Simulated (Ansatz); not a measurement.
Trial structures of SbBr: starts and ends

Computed with Ansatz 0.2.0, DFT PBE, scalar-relativistic, plane waves, PAW. All cells share a 420 eV cutoff and Γ-centred k meshes spaced at most about 0.3 Å⁻¹ (about 0.25 or finer for metals, 2π included). No spin polarisation in the final relaxations.

Each guess was relaxed in cell and atoms at zero pressure, within the symmetry of its start. Temperature and zero-point effects are left out. Coordination counts Br atoms around Sb (those within 1.25 times the shortest such distance or 1.15 times the sum of covalent radii, 1.27 where that leaves under three; the shortest distance is added where it exceeds 1.18 times the sum of covalent radii).

| guess | made from | start group | V start (Å³/atom) | end group | V end (Å³/atom) | coordination at the end | gap on mesh (eV) | E over the lowest end (meV/atom) |
| --- | --- | --- | --- | --- | --- | --- | --- | --- |
| 1 | NbN type | P6_3/mmc | 26.1 | P6_3/mmc | 26.9 | Sb 6 from 3.2 Å | 0 | 162 |
| 2 | AlAs type | F-43m | 37.3 | F-43m (zinc blende) | 43.9 | Sb 4 | 0 | 709 |
| 3 | random cell | P6/mmm | 36.8 | P6/mmm | 30.2 | Sb 2 | 0 | 0 |
| 4 | random cell | Pm-3m | 36.3 | Pm-3m (caesium chloride) | 27.0 | Sb 8 from 3.3 Å | 0 | 397 |
| 5 | YS type | Fm-3m | 28.7 | ? | ? | ? | ? | ? |

Guess 5 as it starts:

```xyz
2
Lattice="0.0000 3.0605 3.0605 3.0605 0.0000 3.0605 3.0605 3.0605 0.0000" Properties=species:S:1:pos:R:3 pbc="T T T"
Sb    3.0605    3.0605    3.0605
Br    0.0000    0.0000    0.0000
```

Question: Fill in the missing row: what does this guess relax into, and where does it rank?

Answer: It ends in the rock salt type, space group Fm-3m (No. 225), with a = 6.318 Å, 31.5 Å³/atom and no gap. It lies 0.47 eV/atom over the lowest end, above guess 4 and below guess 2. Counting Br atoms around Sb, this end has Sb 6 from 3.2 Å and the lowest (guess 3) has Sb 2.

Space group Fm-3m (No. 225). a = 6.318 Å, b = 6.318 Å, c = 6.318 Å, α = 90.00°, β = 90.00°, γ = 90.00°
```tsv
atom	site	symmetry	x	y	z
Sb	4b	m-3m	0.5000	0.0000	0.0000
Br	4a	m-3m	0.0000	0.0000	0.0000
```

The zero of energy is the elements' standard structures at the same level; no fitted shifts are applied. The references include crystalline Br.

Question: Is the lowest end bound against the elements?

Answer: Yes: its formation energy is −0.10 eV/atom. Whether it is stable depends on the other phases of the system, which aren't compared here.

Weakly bound directions are ill-defined at this level, which has no dispersion term (P6/mmm), and this can change margins and order among such cells. Spin–orbit coupling, which can matter for Sb, is left out. The reference form of Br is held partly by dispersion forces, which this level lacks. Cells relaxed within their symmetry can be saddle points. A lower structure may well exist outside this small set. Some structure types and database cells were kept out of the candidates from the start, so a known form may be missing.
